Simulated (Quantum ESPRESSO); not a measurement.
Simulation results for TaInAg₄Rh₂ (simulated cell)

All values are calculated (Quantum ESPRESSO 7.5). Calculation on a made-up metal alloy cell, not a measurement: no spin or spin-orbit, unrelaxed, 2900 K smearing, stress positive in tension, cell energy less fitted offsets; periodic Kohn-Sham density functional theory in plane waves with PseudoDojo standard norm-conserving scalar-relativistic pseudopotentials, each functional with its own files (v0.5 for PBE, v0.4.1 for LDA and PBEsol), eight atoms on drawn sites of a strained close-packed or body-centred lattice, each displaced and held fixed; the energy is the cell's free energy, ions and the entropy term -TS included, at the stated Fermi-Dirac width, less a fixed offset for each atom's element (shifted free energy); compositions with an open d shell lost a parallel starting moment in a cheaper test run, and other magnetic orders were not tried; an error bar is the largest change of its kind in a tighter rerun, never given below 0.002 eV, 0.02 GPa or 0.003 eV/angstrom, and covers cutoff and k-mesh only, not smearing or the files.

Settings shared by all entries: lattice type face-centred cubic; functional pbe; cutoff 1197 eV; fermi dirac smearing 0.25 eV; electrons removed 0; run command mpirun -np 4 pw.x -nk 4 -in in; run processor Intel Xeon, 2023 or later, virtual cores; k mesh 5 x 5 x 4 shifted half a step off Gamma on each axis.

Notes on all entries: heavy elements are run without spin-orbit coupling, which real alloys of them have; a spin test at this wide smearing found no moment, but such smearing suppresses magnetism that the real alloy may have; lattice, volume and sites are drawn at random and may be unstable or far from any real phase; energies are for the whole cell, less offsets fitted to these runs, so they are not formation energies; error bars: energy 0.002 eV, stress 0.026 GPa, force 0.003 eV/Å, from a tighter rerun of a related cell, whose elements or sites may differ.

(1) 
```xyz
8
Lattice="2.0733 4.1467 2.0733 2.0733 -4.1467 2.0733 2.0733 0.0000 -6.2200" Properties=species:S:1:pos:R:3 formula=TaInAg4Rh2 entropy_term_negative_ts=-1.168 pressure=-3.48 stress_xx=3.67 stress_yy=2.82 stress_zz=3.94 stress_yz=1.06 stress_xz=2.7 stress_xy=2.97 shifted_free_energy=-0.039
Rh     0.1602    -0.0327     0.0156
Rh     1.9950    -2.1567    -0.0361
Ag     2.0965     0.1074    -2.0630
Ag     4.1022    -2.0856    -2.0102
Ag     2.1459    -0.0800     2.0561
Ta     2.0079     2.0353    -0.0564
In     4.0232     0.0832    -0.0280
Ag     4.1964     2.1331    -2.0874
```

Units: entropy_term_negative_ts, shifted_free_energy in eV; pressure, stress_xx, stress_yy, stress_zz, stress_yz, stress_xz, stress_xy in GPa.

Atoms:
```tsv
atoms element	atom site	atom energy offset (eV)
Rh	1	-3191.96
Rh	2	-3191.96
Ag	3	-4218.03
Ag	4	-4218.03
Ag	5	-4218.03
Ta	6	-1771.44
In	7	-1808.02
Ag	8	-4218.03
```

Forces:
```tsv
site	x (eV/Å)	y (eV/Å)	z (eV/Å)
1	0.249	0.403	-0.903
2	0.046	0.392	0.227
3	-0.369	-0.751	-0.294
4	0.402	0.139	-0.357
5	-0.32	0.275	0.374
6	-1.234	0.464	1.337
7	1.251	-0.811	-0.269
8	-0.025	-0.11	-0.115
```

Notes: 14 SCF iterations, 215 s of wall time on a shared machine.

(2) 
```xyz
8
Lattice="2.0733 4.1467 2.0733 2.0733 -4.1467 2.0733 2.0733 0.0000 -6.2200" Properties=species:S:1:pos:R:3 formula=TaInAg4Rh2 entropy_term_negative_ts=-1.064 pressure=-4.69 stress_xx=3.51 stress_yy=6.73 stress_zz=3.82 stress_yz=-0.84 stress_xz=-0.45 stress_xy=0.34 shifted_free_energy=-0.169
Ag     0.1602    -0.0327     0.0156
Ag     1.9950    -2.1567    -0.0361
Ta     2.0965     0.1074    -2.0630
Rh     4.1022    -2.0856    -2.0102
In     2.1459    -0.0800     2.0561
Ag     2.0079     2.0353    -0.0564
Ag     4.0232     0.0832    -0.0280
Rh     4.1964     2.1331    -2.0874
```

Units: entropy_term_negative_ts, shifted_free_energy in eV; pressure, stress_xx, stress_yy, stress_zz, stress_yz, stress_xz, stress_xy in GPa.

Atoms:
```tsv
atoms element	atom site	atom energy offset (eV)
Ag	1	-4218.03
Ag	2	-4218.03
Ta	3	-1771.44
Rh	4	-3191.96
In	5	-1808.02
Ag	6	-4218.03
Ag	7	-4218.03
Rh	8	-3191.96
```

Forces:
```tsv
site	x (eV/Å)	y (eV/Å)	z (eV/Å)
1	-1.057	0.082	0.074
2	0.352	0.306	-0.02
3	1.133	-0.497	-2.146
4	-0.321	-0.031	0.613
5	-0.647	0.271	0.82
6	0.439	0.659	0.231
7	1.091	-0.499	-0.397
8	-0.99	-0.29	0.825
```

Notes: 13 SCF iterations, 199 s of wall time on a shared machine.

(3) 
```xyz
8
Lattice="2.0733 4.1467 2.0733 2.0733 -4.1467 2.0733 2.0733 0.0000 -6.2200" Properties=species:S:1:pos:R:3 formula=TaInAg4Rh2 entropy_term_negative_ts=-1.133 pressure=-4.51 stress_xx=4.98 stress_yy=3.78 stress_zz=4.76 stress_yz=-1.47 stress_xz=-0.79 stress_xy=-0.79 shifted_free_energy=0.094
Ag     0.1602    -0.0327     0.0156
Rh     1.9950    -2.1567    -0.0361
Ag     2.0965     0.1074    -2.0630
Ta     4.1022    -2.0856    -2.0102
Rh     2.1459    -0.0800     2.0561
In     2.0079     2.0353    -0.0564
Ag     4.0232     0.0832    -0.0280
Ag     4.1964     2.1331    -2.0874
```

Units: entropy_term_negative_ts, shifted_free_energy in eV; pressure, stress_xx, stress_yy, stress_zz, stress_yz, stress_xz, stress_xy in GPa.

Atoms:
```tsv
atoms element	atom site	atom energy offset (eV)
Ag	1	-4218.03
Rh	2	-3191.96
Ag	3	-4218.03
Ta	4	-1771.44
Rh	5	-3191.96
In	6	-1808.02
Ag	7	-4218.03
Ag	8	-4218.03
```

Forces:
```tsv
site	x (eV/Å)	y (eV/Å)	z (eV/Å)
1	-1.069	-0.076	0.161
2	1.031	0.291	-0.8
3	0.13	-0.735	-0.645
4	-0.255	0.324	-0.056
5	-0.711	0.152	1.151
6	0.143	0.727	0.323
7	0.68	-0.538	-0.023
8	0.051	-0.145	-0.111
```

Notes: 13 SCF iterations, 202 s of wall time on a shared machine.
